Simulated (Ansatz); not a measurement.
LiNbO3:
Space group R3c, hexagonal axes (No. 161); a = 5.189 Å, b = 5.189 Å, c = 14.015 Å, α = 90.00°, β = 90.00°, γ = 120.00°

```tsv
atom	site	symmetry	x	y	z
Li	6a	3.	0.0000	0.0000	0.2068
Nb	6a	3.	0.0000	0.0000	0.4881
O	18b	1	0.0088	0.3806	0.2586
```
(The calculation used a cell of 10 atoms; values per cell refer to that cell.)

Relaxed with PBE.

Tabulate the valence density and the electron localisation function along the shortest Li–O contact (2.08 Å), PBE in the plane-wave PAW code Ansatz.



| distance from Li (Å) | density (e/Å³) | ELF |
|---|---|---|
| 0.21 | 6.70 | 0.99 |
| 0.31 | 4.26 | 0.97 |
| 0.42 | 2.15 | 0.83 |
| 0.52 | 0.83 | 0.35 |
| 0.62 | 0.27 | 0.05 |
| 0.73 | 0.14 | 0.03 |
| 0.83 | 0.14 | 0.05 |
| 0.94 | 0.18 | 0.23 |
| 1.04 | 0.27 | 0.54 |
| 1.15 | 0.41 | 0.73 |
| 1.25 | 0.64 | 0.80 |
| 1.35 | 1.02 | 0.84 |
| 1.46 | 1.69 | 0.85 |
| 1.56 | 2.78 | 0.83 |
| 1.67 | 4.22 | 0.77 |
| 1.77 | 5.69 | 0.65 |
| 1.87 | 6.83 | 0.47 |

The density is the valence pseudo-density with augmentation charge, so density and ELF within about 1 Å of a nucleus are not all-electron values.

The cell was relaxed with PBE under the symmetry of its start. The run is not spin-polarised.

Potentials: the later of the program's two PAW sets.
